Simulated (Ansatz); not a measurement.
LiF:
```yaml
crystal:
  lattice:
    - [0.00000, 1.99512, 1.99512]
    - [1.99512, 0.00000, 1.99512]
    - [1.99512, 1.99512, 0.00000]
  atoms:
    - { symbol: Li, position: [0.00000, 0.00000, 0.00000] }
    - { symbol: F, position: [0.50000, 0.50000, 0.50000] }
```

Cartesian axes are those of the cell as given.

Question: Give the high-frequency dielectric tensor and the Born effective charge tensors of the independent atoms from DFPT, the program Ansatz at the r²SCAN level (PAW).

Answer: 
ε∞:
```
1.99  0.00  0.00
0.00  1.99  0.00
0.00  0.00  1.99
```
Z* of atom 1 (Li), rows: field, columns: displacement, in e:
```
1.04  0.00  0.00
0.00  1.04  0.00
0.00  0.00  1.04
```
Z* of atom 2 (F), rows: field, columns: displacement, in e:
```
-1.04   0.00   0.00
 0.00  -1.04   0.00
 0.00   0.00  -1.04
```

Static charges for comparison (Bader): Li1 +0.91, F2 -0.91 e. Born charges measure polarisation by displacement and can exceed these by far.

Space group Fm-3m (rock salt). The cell was relaxed with r²SCAN under the symmetry of its start.

Potentials: the later of the program's two PAW sets.
